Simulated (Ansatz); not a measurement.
SiC:
```
SiC
1.0
    5.32202     0.00000     0.00000
    0.00000     5.32202     0.00000
    0.00000     0.00000     5.32202
Si C
6 6
Direct
  0.25000   0.00000   0.50000
  0.75000   0.00000   0.50000
  0.50000   0.25000   0.00000
  0.50000   0.75000   0.00000
  0.00000   0.50000   0.25000
  0.00000   0.50000   0.75000
  0.00000   0.25000   0.50000
  0.00000   0.75000   0.50000
  0.25000   0.50000   0.00000
  0.75000   0.50000   0.00000
  0.50000   0.00000   0.75000
  0.50000   0.00000   0.25000
```

Relaxed with r²SCAN. The program Ansatz at the r²SCAN level (PAW) gives a gap of 2.10 eV.

Task: What gap does HSE06 give on the same cell (Ansatz, PAW)?

Result: 2.85 eV, 0.75 eV more. The hybrid was solved on a coarser mesh and at special points; its gap is the smallest among all of these.

```csv
k,v1 r²SCAN,c1 r²SCAN,v1 HSE06,c1 HSE06
Γ,0.00,3.26,(withheld),(withheld)
R,-2.29,5.37,(withheld),(withheld)
M,-0.35,3.97,(withheld),(withheld)
X,-0.30,2.29,-0.34,3.03
```

Task: Top valence (v1) and lowest conduction level (c1) in eV from each method's valence maximum (which need not be a listed point): supply the withheld HSE06 values.

Result: 
- Γ, v1 HSE06: 0.00
- Γ, c1 HSE06: 3.95
- M, v1 HSE06: -0.39
- M, c1 HSE06: 4.75
- R, v1 HSE06: -2.27
- R, c1 HSE06: 6.12

Cost on shared cores: the r²SCAN run (SCF on a 5×5×5 mesh, then bands and DOS) roughly 100 core-seconds, the HSE06 run (SCF on 3×3×3, then a few points) about 2.5 core-minutes (a rough figure); the tasks are unlike.

Space group Pm-3n. The start of the workflow was typed in or built on a structure type; neither database checked (COD, Materials Project) lists it. It is not the phase usual at ambient conditions (space group No. 186, 216). Symmetry was held in the r²SCAN relaxation; whether a distortion lowers the energy is not shown.

Potentials: the later of the program's two PAW sets.
